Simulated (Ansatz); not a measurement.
CaTiO$_{3}$:
Space group R3c, hexagonal axes (No. 161); a = b = 5.399 Å, c = 13.328 Å, α = β = 90.00°, γ = 120.00°

```json
[
 {"atom": "Ca", "site": "6a", "symmetry": "3.", "x": "0.0000", "y": "0.0000", "z": "0.2761"},
 {"atom": "Ti", "site": "6a", "symmetry": "3.", "x": "0.0000", "y": "0.0000", "z": "0.0162"},
 {"atom": "O", "site": "18b", "symmetry": "1", "x": "0.0969", "y": "0.3375", "z": "0.0860"}
]
```
(The calculation used a cell of 10 atoms; values per cell refer to that cell.)

Relaxed with PBEsol.

Question: Decompose the optical modes at the zone centre into irreducible representations, and say which are infrared and Raman allowed.

Answer: Point group 3m: Γ_opt = 4A1 + 5A2 + 9E. Infrared: A1, E. Raman: A1, E.

Question: Assign frequencies (DFPT, PBEsol in the plane-wave PAW code Ansatz; without the LO–TO term).

Answer: E 112, A1 161, A2 170, E 212, E 230, E 242, A1 260, A1 290, E 292, A2 333, E 365, A2 413, A2 429, E 449, E 545, A1 550, E 579, A2 815 cm⁻¹.

The start of the workflow was typed in or built on a structure type; neither database checked (COD, Materials Project) lists it. COD files the formula under space group No. 11, 62, 65, 140, 221. Whether it is the stable phase at ambient conditions was not checked. Symmetry was held in the PBEsol relaxation; its stability against distortions is not shown here. The workflow began spin-polarised and lost its moments.

Potentials: the earlier of the program's two PAW sets. The files were generated under PBE; for other functionals the program regenerates the frozen cores, and for LDA and PBEsol the local potential too.
